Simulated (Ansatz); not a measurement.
This run works on a generated trial structure, not on a known crystal.

Input and command of a plane-wave DFT calculation in Ansatz:

```yaml
crystal:
  lattice:
    - [3.0783615632, 0.0, 0.0]
    - [0.0, 3.9756002274, 0.0]
    - [0.0, 0.0, 7.8842203836]
  atoms:
    - { symbol: Mg, position: [0.5, 0.5, 0.2903876038] }
    - { symbol: Mg, position: [0.5, 0.5, 0.7096123962] }
    - { symbol: Si, position: [0.5, 0.0, 0.5] }
    - { symbol: Si, position: [0.5, 0.0, 0.0] }
    - { symbol: Si, position: [0.0, 0.5, 0.0] }
    - { symbol: "N", position: [0.0, 0.5, 0.5] }
basis:
  ecutwfc: 420
kpoints:
  mp_grid: { grid: [12, 10, 6] }
hamiltonian:
  xc: pbe
scf:
  occupations: { method: gaussian, width: 0.1 }
output:
  forces: true
  stress: true
  eigenvalues: true
  write_density: true
  write_potential: true
  elf: true
  volumetric_format: npy
relax:
  adjacent_minimum: "off"
  f_tol: 0.01
  max_steps: 80
  cell: { stress_tol: 0.05 }
```

```bash
ansatz run input.yaml --threads 1 --pin off --max-ram 2560MiB --backend cpu --events-out ev --progress --plain --runs-dir out
```

Processor: AMD EPYC (Zen 3), 1 thread, on a host shared with other jobs.

How long does it run, and how much memory does it take?

About 5 min, peak memory 0.61 GiB. It solves 25 bands at 168 k points (after reduction by symmetry) with about 1901 plane waves (on the last cell), in 43 SCF iterations over 7 ionic steps.
